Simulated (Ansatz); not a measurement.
# CsPbBr3: gradients before and after relaxing the atoms

Start: a refined structure from the COD, atoms as given.

Space group Pnma (No. 62); a = 8.2440, b = 11.7351, c = 8.1982 Å.

```
site  Wyckoff  site symmetry       x       y       z
  Cs       4c            .m.  0.5310  0.2500  0.0070
  Pb       4a             -1  0.0000  0.5000  0.0000
 Br9       8d              1  0.2935  0.4761  0.2061
Br17       4c            .m.  0.0037  0.7500  0.0455
```

One atom of each set is listed.

Computed with Ansatz: DFT, PBE, plane waves and PAW, scalar-relativistic, 420 eV cutoff, Γ-centred 4×3×4 k-points, Fermi–Dirac smearing 0.02 eV.

The largest force at the start is 0.077 eV/Å. Relaxing the ions at fixed cell moves them by 0.267 Å at most (atom 3, Cs) and 0.211 Å rms.

```csv
site,moved (Å),first shell before,first shell after,V_zz before (10²¹ V/m²),η before
Cs,0.267,10 Br at 3.68–4.43 Å; also 2 Br at 4.86 Å,8 Br at 3.61–3.98 Å,2.99,0.17
Pb,0.000,6 Br at 2.96 Å,6 Br at 3.00–3.01 Å,0.41,0.85
Br9,0.208,"2 Pb at 2.96 Å, angle 157°","2 Pb at 3.00–3.01 Å, angle 151°",20.0,0.00
Br17,0.255,"2 Pb at 2.96 Å, angle 165°","2 Pb at 3.00 Å, angle 156°",20.6,0.04
```

Question: How do the gradients change?

Answer: 

| site | V_zz after | η after | change of V_zz |
| --- | --- | --- | --- |
| Cs | -2.14 | 0.94 | – |
| Pb | 0.94 | 0.49 | +0.53 |
| Br9 | 19.92 | 0.03 | -0.10 |
| Br17 | 20.8 | 0.13 | +0.20 |

The largest change of V_zz along a kept axis is on Pb, from 0.41 to 0.94. The whole tensor moves most on Cs, by 1.30 along its most changed direction. In per cent, |V_zz| changes by 0 to +1 on Br (all sites that start above 0.5, bar those whose gradient vanishes or changes sign or whose main axis turns by over 40°). Where |V_zz| stays above 0.1 and the axes keep their order, η moves most on Pb, from 0.85 to 0.49. On Cs the largest principal value lies along another axis in the second run, so the two V_zz can't be compared directly.

Spin–orbit coupling is left out, which shifts gradients on Pb by a few per cent, and by more where contributions nearly cancel.
